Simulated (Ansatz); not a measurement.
Task: FeNi3 (Cu3Au type, Pm-3m) is relaxed with DFT-PBEsol in the program Ansatz with PAW potentials. What lattice parameters of the conventional cell result?

Result: a = 3.489 Å.

The PBEsol relaxation kept the symmetry of its start. The final state is ferromagnetic, chosen from 5 collinear starts compared on coarse meshes (ties went to the first, and starts can fall back to one state), not a proven ground state. Textbook magnetic order: ferromagnetic.

Potentials: the later of the program's two PAW sets.
